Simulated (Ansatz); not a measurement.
C:
```xyz
6
Lattice="-1.3292 2.7752 2.3278 1.3292 -2.7752 2.3278 1.3292 2.7752 -2.3278" Properties=species:S:1:pos:R:3 pbc="T T T"
C      0.8658     3.7186     0.0000
C      0.4634    -0.9434     2.3278
C      0.8658     1.8318     2.3278
C      0.4634     0.9434     0.0000
C      0.0000     0.0000     3.4917
C      0.0000     0.0000     1.1639
```

Relaxed with r²SCAN. Special points in fractions of this cell's reciprocal vectors: Γ (0.000, 0.000, 0.000); X (0.500, -0.500, 0.500); F0 (0.307, -0.307, 0.693); Σ0 (-0.307, 0.307, 0.307); Λ0 (0.426, 0.426, -0.426); G0 (0.574, -0.426, 0.426); R (0.000, 0.500, 0.000); W (0.250, 0.250, 0.250); S (0.500, 0.000, 0.000); T (0.000, 0.000, 0.500).

Problem. List the band energies nearest the valence-band maximum at these points for DFT-r²SCAN in the program Ansatz with PAW potentials.

Solution. In eV from the valence-band maximum; about four levels below and three above (degenerate sets whole), none deeper than 8.9 eV; points with the same levels are listed once.

| k | below | above |
|---|---|---|
| Γ | -4.44 -4.20 -2.79 -1.28 | 4.65 5.03 6.59 |
| X | -3.13 -2.49 -1.71 0.00 | 3.18 4.64 4.72 |
| F0 | -4.55 -3.21 -3.09 -2.79 | 4.13 4.69 4.92 |
| Λ0 | -3.12 -2.44 -2.36 -0.17 | 3.24 4.74 4.99 |
| R | -4.67 -4.67 -3.79 -3.79 | 3.54 3.54 5.56 5.56 |
| W | -7.38 -7.38 -4.03 -4.03 | 5.51 5.51 7.18 7.18 |
| S | -3.77 -3.77 -2.17 -2.17 | 3.87 3.87 6.75 6.75 |
| T | -7.39 -4.23 -3.40 -3.09 | 4.13 4.72 6.00 |

Space group Ibam. The start of the workflow was typed in or built on a structure type; neither database checked (COD, Materials Project) lists it. It is not the phase usual at ambient conditions (space group No. 194, 227). The cell was relaxed with r²SCAN under the symmetry of its start; whether a distortion lowers the energy is not shown. The volume moved by 19 % from the start of the relaxation.

Potentials: the earlier of the program's two PAW sets.
